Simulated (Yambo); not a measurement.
GaN (zinc blende, space group F-43m, No. 216); a = b = c = 3.182 Å, α = β = γ = 60.00°. With the G0W0 scissor the direct gap on the mesh is 2.34 eV.

Question: Can the lowest exciton of this BSE run be trusted, and with what binding energy? (Yambo, PBEsol bands; 6×6×6 mesh, 3 valence and 1 conduction bands, static screening with 17 bands and a 4 Ry block, scissor 0.60 eV, Tamm-Dancoff.)

Answer: No. The lowest state covers only about 1 of the 216 k points, so the mesh doesn't resolve it: its energy and its distance from the direct gap are mesh artefacts. An extended exciton needs a far denser mesh. The scissor comes from a G0W0 run whose convergence isn't established. Spin-orbit splittings are left out.

The standard potential for Ga keeps a d shell in the valence without the s and p states of that shell. In tests on such compounds this moved G0W0 gaps by up to about 0.9 eV, so absolute quasiparticle energies here are unreliable; differences between settings are what counts.

Geometry relaxed with PBEsol.

This is not the ordinary phase of the substance; no match was found in the copy of COD used, and its stability was not checked.
